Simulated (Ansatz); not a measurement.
In r²SCAN in the plane-wave PAW code Ansatz, Br in the molecular I2 type structure (Cmce) relaxes to a = 7.109 Å, b = 4.245 Å, c = 8.760 Å.

The Kohn–Sham gap is 1.66 eV (smallest direct gap 1.67 eV).

The cell was relaxed with r²SCAN under the symmetry of its start. The substance is a gas or liquid at ambient conditions; this is its low-temperature solid. A crystal of weakly bound units computed without a dispersion correction: the cell and the soft elastic constants depend strongly on that. Spin–orbit coupling is left out wherever it is not named.

Potentials: the earlier of the program's two PAW sets.
